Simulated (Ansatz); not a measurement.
An Ansatz (an electronic-structure program) run. Input:

Ansatz 0.2 input:
```yaml
crystal:
  lattice:
    - [-2.7470238128, 2.7470238128, 7.3536802301]
    - [2.7470238128, -2.7470238128, 7.3536802301]
    - [2.7470238128, 2.7470238128, -7.3536802301]
  atoms:
    - { symbol: Ba, position: [0.3686362729, 0.3686362729, 0.0] }
    - { symbol: Ba, position: [0.6313637271, 0.6313637271, 0.0] }
    - { symbol: Cu, position: [0.5, 0.0, 0.5] }
    - { symbol: Cu, position: [0.0, 0.5, 0.5] }
    - { symbol: Cu, position: [0.0, 0.0, 0.0] }
    - { symbol: Br, position: [0.75, 0.25, 0.5] }
    - { symbol: Br, position: [0.25, 0.75, 0.5] }
    - { symbol: O, position: [0.2433405617, 0.2433405617, 0.4866811234] }
    - { symbol: O, position: [0.2433405617, 0.7566594383, 0.0] }
    - { symbol: O, position: [0.7566594383, 0.7566594383, 0.5133188766] }
    - { symbol: O, position: [0.7566594383, 0.2433405617, 0.0] }
kpoints:
  mp_grid: { grid: [8, 8, 8] }
  band_path:
    path:
      - [[0.0, 0.0, 0.0], [0.0, 0.0, 0.5], [0.25, 0.25, 0.25], [0.0, 0.5, 0.0], [0.0, 0.0, 0.0], [0.5, 0.5, -0.5], [0.2848863373, 0.7151136627, -0.2848863373]]  # Γ-X-P-N-Γ-M-S
      - [[-0.2848863373, 0.2848863373, 0.2848863373], [0.0, 0.0, 0.0]]  # S_0-Γ
      - [[0.0, 0.0, 0.5], [-0.0697726745, 0.0697726745, 0.5]]  # X-R
      - [[0.5, 0.5, -0.0697726745], [0.5, 0.5, -0.5]]  # G-M
    npoints: 8
basis: { xc_grid: 2 }
hamiltonian:
  xc: pbesol
  pseudopotentials: { kind: paw }
magnetization: { noncollinear: true, spin_orbit: true }
scf:
  n_extra_bands: 23
  convergence: { dr2_threshold: 0.0000000001 }
  occupations: { method: gaussian, width: 0.05 }
output: { eigenvalues: true }
```

Output (shortened):

```
basis.fft_grid_basis auto: the FFT boxes are laid along the combinations [[1, 0, 1], [0, 1, 1], [0, 0, 1]] of the cell's own vectors, 5.494, 5.494 and 8.317 Å …
Pseudopotential: Ba, paw_fr, valence charge 10
Pseudopotential: Cu, paw_fr, valence charge 19
Pseudopotential: Br, paw_fr, valence charge 7
Pseudopotential: O, paw_fr, valence charge 6
Functional definition: PBEsol
non-collinear run that drives no moment, with spin-orbit …
Crystal: 11 atoms, lattice volume = 221.968 Å³
Basis set: ecut = 420 eV, 4273 PW (Γ), FFT grids on a1+a3, a2+a3, a3, exchange–correlation on 80×80×120 points (8 copies of the dense FFT grid, shifted against one another)
Bands: 138, of which v1, the nominal top of the filled ones, is band 115 counted from 1 (114 counted from 0)
Symmetry: 16 space group operations + 16 with time reversal
k-points: 59 of 512
Projection manifold: j_resolved (fully-relativistic pseudo-atomic orbitals)
SCF iter   1: F=—  HF=-39230.023240 eV  |F-HF|=—  |Δ(HF+E_count)|=         —  Δρ=1.03e-1  dr2=2.84e1  dr2_m=0.00e0 (ungated)  ethr=3.10e-3  |M|=0.00e0 ∫|m|=0.00e0 μB  |m|>n=0.0e0 m-floor=0.0e0 τ_xc=0.0e0  β_m=0.30  ⟨swp⟩=10.3  Hψ=24142  notcnv=0  defer=162
preconditioner: auto → Kerker (q_TF=auto, 2.445 Å⁻¹)
spin=Noncollinear: Kerker preconditioning applied to the charge; magnetization (m_x, m_y, m_z) channels mix plain (no charge-response kernel on spin).
SCF iter   2: F=—  HF=-39227.995781 eV  |F-HF|=—  |Δ(HF+E_count)|=    2.03e0  Δρ=7.46e-2  dr2=1.24e1  dr2_m=0.00e0 (ungated)  ethr=3.10e-3  |M|=0.00e0 ∫|m|=0.00e0 μB  |m|>n=0.0e0 m-floor=0.0e0 τ_xc=0.0e0  β_m=0.29  ⟨swp⟩=3.6  Hψ=9062  notcnv=0  defer=1026
SCF iter   3: F=—  HF=-39227.260130 eV  |F-HF|=—  |Δ(HF+E_count)|=   7.36e-1  Δρ=6.91e-2  dr2=1.27e1  dr2_m=0.00e0 (ungated)  ethr=3.10e-3  |M|=0.00e0 ∫|m|=0.00e0 μB  |m|>n=0.0e0 m-floor=0.0e0 τ_xc=0.0e0  β_m=0.26  ⟨swp⟩=3.1  Hψ=8373  notcnv=0  defer=1014
SCF iter   4: F=—  HF=-39225.855877 eV  |F-HF|=—  |Δ(HF+E_count)|=    1.40e0  Δρ=2.02e-2  dr2=2.64e0  dr2_m=0.00e0 (ungated)  ethr=3.10e-3  |M|=0.00e0 ∫|m|=0.00e0 μB  |m|>n=0.0e0 m-floor=0.0e0 τ_xc=0.0e0  β_m=0.31  ⟨swp⟩=3.0  Hψ=5627  notcnv=0  defer=1020
SCF iter   5: F=—  HF=-39225.101287 eV  |F-HF|=—  |Δ(HF+E_count)|=   7.55e-1  Δρ=1.19e-2  dr2=7.70e-1  dr2_m=0.00e0 (ungated)  ethr=2.29e-3  |M|=0.00e0 ∫|m|=0.00e0 μB  |m|>n=0.0e0 m-floor=0.0e0 τ_xc=0.0e0  β_m=0.50  ⟨swp⟩=3.9  Hψ=7521  notcnv=0  defer=1036
SCF iter   6: F=—  HF=-39224.903740 eV  |F-HF|=—  |Δ(HF+E_count)|=   1.98e-1  Δρ=9.68e-3  dr2=2.73e-1  dr2_m=0.00e0 (ungated)  ethr=6.70e-4  |M|=0.00e0 ∫|m|=0.00e0 μB  |m|>n=0.0e0 m-floor=0.0e0 τ_xc=0.0e0  β_m=0.75  ⟨swp⟩=3.6  Hψ=6268  notcnv=0  defer=1036
SCF iter   7: F=—  HF=-39224.864383 eV  |F-HF|=—  |Δ(HF+E_count)|=   3.94e-2  Δρ=1.10e-2  dr2=2.33e-1  dr2_m=0.00e0 (ungated)  ethr=2.38e-4  |M|=0.00e0 ∫|m|=0.00e0 μB  |m|>n=0.0e0 m-floor=0.0e0 τ_xc=0.0e0  β_m=0.81  ⟨swp⟩=3.2  Hψ=7140  notcnv=0  defer=1036
SCF iter   8: F=—  HF=-39224.855958 eV  |F-HF|=—  |Δ(HF+E_count)|=   8.42e-3  Δρ=2.97e-3  dr2=2.59e-2  dr2_m=0.00e0 (ungated)  ethr=2.03e-4  |M|=0.00e0 ∫|m|=0.00e0 μB  |m|>n=0.0e0 m-floor=0.0e0 τ_xc=0.0e0  β_m=0.91  ⟨swp⟩=2.2  Hψ=4202  notcnv=0  defer=1036
SCF iter  24: F=-39224.857914 eV  HF=-39224.857914 eV  |F-HF|=1.46e-11  |Δ(HF+E_count)|=    0.00e0  Δρ=4.71e-8  dr2=1.53e-11  dr2_m=0.00e0 (ungated)  ethr=1.00e-12  |M|=0.00e0 ∫|m|=0.00e0 μB  |m|>n=0.0e0 m-floor=0.0e0 τ_xc=0.0e0  ⟨swp⟩=15.0  Hψ=20536  notcnv=0…
SCF 1 converged in 24 iterations: F = -39224.857914 eV  dr2 = 1.53e-11
NSCF: frozen V_eff on 76 k-points
SCF converged after 24 iterations
Magnetization: |M| = 0.0000 μB,  M = (+0.0000, +0.0000, +0.0000) μB
Absolute magnetization: 0.0000 μB (∫|m|)
  site 0: m = (+0.0000, +0.0000, +0.0000) μB, |m| = 0.0000 μB  (R = 1.15 Å)
  site 1: m = (+0.0000, +0.0000, +0.0000) μB, |m| = 0.0000 μB  (R = 1.15 Å)
  site 2: m = (+0.0000, +0.0000, +0.0000) μB, |m| = 0.0000 μB  (R = 0.80 Å)
  site 3: m = (+0.0000, +0.0000, +0.0000) μB, |m| = 0.0000 μB  (R = 0.80 Å)
  site 4: m = (+0.0000, +0.0000, +0.0000) μB, |m| = 0.0000 μB  (R = 0.78 Å)
  site 5: m = (+0.0000, +0.0000, +0.0000) μB, |m| = 0.0000 μB  (R = 1.34 Å)
  site 6: m = (+0.0000, +0.0000, +0.0000) μB, |m| = 0.0000 μB  (R = 1.34 Å)
  site 7: m = (+0.0000, +0.0000, +0.0000) μB, |m| = 0.0000 μB  (R = 0.78 Å)
  site 8: m = (+0.0000, +0.0000, +0.0000) μB, |m| = 0.0000 μB  (R = 0.78 Å)
  site 9: m = (+0.0000, +0.0000, +0.0000) μB, |m| = 0.0000 μB  (R = 0.78 Å)
  site 10: m = (+0.0000, +0.0000, +0.0000) μB, |m| = 0.0000 μB  (R = 0.78 Å)
Free energy (F): -39224.857914 eV
Harris-Foulkes:  -39224.857914 eV  (|F-HF|=1.46e-11)
Internal energy: -39224.851779 eV  (E = F + TS)
E sigma→0 (E₀):  -39224.854847 eV
Entropy (-TS):   -0.006135 eV (-0.558 meV/atom)
Fermi energy:    7.383455 eV
--- Per-component energies (eV) ---
  E_band       = -1740.509539
  E_kinetic    = 2196.342800
  E_local      = -27268.849199  (includes V_loc(G=0)·N_el)
  E_nonlocal   = 1627.384785
  E_hartree    = 12239.916763
  E_xc         = -1414.168002
  E_vxc        = -1197.406795  (∫ρ·V_xc dr)
  E_paw        = -20179.703480  (= ΣΔE_a)
  E_vpaw       = -1577.826170  (= ΣTr[D̂ρ^β])
  E_aug_tail   = 0.010828  (compensation charges beyond the density's cutoff)
  E_ewald      = -6427.039294
  E_core_change = 1.253019  (= ΣΔE_core)
  E_smearing   = -0.006135  (= −TS)
  E_closure    = 0.000000  (closes the sum)
  Σ components = -39224.857914   (vs F -39224.857914, Δ=0.00e0)
  [band-id]    e_kinetic+e_local+e_nonlocal+2·e_hartree+e_vxc+e_vpaw+e_augmentation_tail = -1740.510226   (vs E_band -1740.509539, Δ=-6.87e-4)
--- Band table (eV; the first three rows and the last of 59) ---
  k-point 0: bands = ["-105.3385", "-105.3385", "-104.6199", "-104.6199", "-104.6198", "-104.6198", "-64.6592", "-64.6592", "-63.9272", "-63.9272", "-63.9271", "-63.9271", "-62.2639", "-62.2639", "-61.7261", "-61.7261", "-61.4319", "-61.4319", "-61.4318", …
  k-point 1: bands = ["-105.3385", "-105.3385", "-104.6199", "-104.6199", "-104.6199", "-104.6199", "-64.6591", "-64.6591", "-63.9272", "-63.9272", "-63.9271", "-63.9271", "-62.2639", "-62.2639", "-61.7261", "-61.7261", "-61.4319", "-61.4319", "-61.4318", …
  k-point 2: bands = ["-105.3385", "-105.3385", "-104.6199", "-104.6199", "-104.6199", "-104.6199", "-64.6591", "-64.6591", "-63.9272", "-63.9272", "-63.9271", "-63.9271", "-62.2639", "-62.2639", "-61.7260", "-61.7260", "-61.4319", "-61.4319", "-61.4319", …
  k-point 58: bands = ["-105.3385", "-105.3385", "-104.6199", "-104.6199", "-104.6198", "-104.6198", "-64.6592", "-64.6592", "-63.9272", "-63.9272", "-63.9271", "-63.9271", "-62.2639", "-62.2639", "-61.7261", "-61.7261", "-61.4319", "-61.4319", "-61.4318", …
```

Cost: very roughly 24 core-minutes on shared cores.

Space group I4/mmm. The workflow started from an entry of the Crystallography Open Database (COD). Its standing as an ambient phase is unchecked. The cell was relaxed with PBEsol under the symmetry of its start; whether a distortion lowers the energy is not shown. The run is not spin-polarised. No Hubbard U is applied.

Potentials: the later of the program's two PAW sets.

Ansatz is a plane-wave DFT program.
